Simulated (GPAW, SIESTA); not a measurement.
Given: the input of a run of SIESTA 5.4.2 on Ti3S2. Atoms were shifted at random by some hundredths of an Å from the given cell, which wasn't relaxed again for these runs. The cell comes from a database or a generator and needn't be the stable form of this composition.

Ti3S2.fdf

```
SystemName                      Ti3S2
SystemLabel                     Ti3S2
NumberOfSpecies                 2
NumberOfAtoms                   5
%block ChemicalSpeciesLabel
  1  22 Ti
  2  16 S
%endblock ChemicalSpeciesLabel

LatticeConstant                 1.0 Ang
%block LatticeVectors
     2.7131139241     1.5664170544     3.2376184047
    -2.7131139241     1.5664170544     3.2376184047
     0.0000000000    -3.1328341088     3.2376184047
%endblock LatticeVectors
AtomicCoordinatesFormat         Fractional
%block AtomicCoordinatesAndAtomicSpecies
     0.0050380000     0.3388620000     0.6543340000  1  Ti
     0.6614490000     0.0070210000     0.3345490000  1  Ti
     0.3325830000     0.6591530000    -0.0001120000  1  Ti
     0.1489870000     0.1921150000     0.1645920000  2  S
     0.8377220000     0.8379890000     0.8277830000  2  S
%endblock AtomicCoordinatesAndAtomicSpecies

%block kgrid.MonkhorstPack
    6   0   0  0.0
    0   6   0  0.0
    0   0   6  0.0
%endblock kgrid.MonkhorstPack
XC.Functional                   GGA
XC.Authors                      PBEsol
PAO.BasisSize                   DZP
PAO.EnergyShift                 0.003 Ry
Mesh.Cutoff                     800 Ry
OccupationFunction              FD
ElectronicTemperature           0.05 eV
MaxSCFIterations                120
SCF.MustConverge                false
SCF.Mixer.Method                Pulay
SCF.Mixer.Weight                0.25
SCF.Mixer.History               8
SCF.DM.Tolerance                5.0e-05
SCF.H.Tolerance                 1.0e-03 eV
WriteForces                     true
Charge.Mulliken                 end
%block PAO.Basis
  Ti 5
  n=3 0 2
    3.151 0.000
  n=4 0 2
    8.703 0.000
  n=3 1 2
    3.568 0.000
  n=4 1 1
    8.703
  n=3 2 2
    6.267 0.000
%endblock PAO.Basis
```

Potentials or basis: PseudoDojo 0.4 standard (PBEsol files), converted to PSML, two zetas on semicore shells, DZP (energy shift 0.003 Ry; two zetas on semicore shells).

Launch:

```sh
$ siesta Ti3S2.fdf > Ti3S2.out 2>&1
```

Q: Translate it to GPAW 26.7.0 (ASE script). Potentials or basis there: PAW data sets generated for this functional, cutoff 600 eV.

A: As run (cutoffs and basis follow the program's own potentials, and thresholds, step limits or extra output files can differ):

Contents of run.py:

```python
from ase import Atoms
from ase.dft.bandgap import bandgap
from ase.io import write
from ase.units import GPa
from gpaw import GPAW, PW, setup_paths

setup_paths.insert(0, '.')

atoms = Atoms(['Ti', 'Ti', 'Ti', 'S', 'S'],
              cell=[[2.7131139241, 1.5664170544, 3.2376184047],
                    [-2.7131139241, 1.5664170544, 3.2376184047],
                    [0.0, -3.1328341088, 3.2376184047]],
              scaled_positions=[[0.005038, 0.338862, 0.654334],
                                [0.661449, 0.007021, 0.334549],
                                [0.332583, 0.659153, -0.000112],
                                [0.148987, 0.192115, 0.164592],
                                [0.837722, 0.837989, 0.827783]],
              pbc=True)

calc = GPAW(mode=PW(600),
            xc='PBEsol',
            kpts={'size': (6, 6, 6), 'gamma': True},
            occupations={'name': 'fermi-dirac', 'width': 0.05},
            nbands=44,
            convergence={'density': 1e-05, 'energy': 1e-05},
            maxiter=150,
            txt='gpaw.txt')
atoms.calc = calc
energy = atoms.get_potential_energy()
forces = atoms.get_forces()
stress = atoms.get_stress()
calc.write('gs.gpw')
write('result.traj', atoms)
print(f'Energy: {energy:.6f} eV')
print('Forces (eV/A):')
print(forces.round(4))
print('Stress (GPa):', (stress / GPa).round(3))
print('Fermi level:', round(calc.get_fermi_level(), 4), 'eV')
print(f'Gap: {bandgap(calc)[0]:.4f} eV, direct: {bandgap(calc, direct=True)[0]:.4f} eV')
```

Potentials or basis: PAW data sets generated in the run's folder for this functional, pw.

Launch:

```console
$ gpaw-setup -f PBEsol S Ti
$ OMP_NUM_THREADS=1 python run.py
```

Both were run:

|  | SIESTA | GPAW |
| --- | --- | --- |
| Pressure | -2.9 GPa | -4.1 GPa |
| Largest force | 1.353 eV/Å | 1.329 eV/Å |
| Energy over the undisturbed cell | 23.4 meV/atom | 23.5 meV/atom |

Pressure is positive in compression.
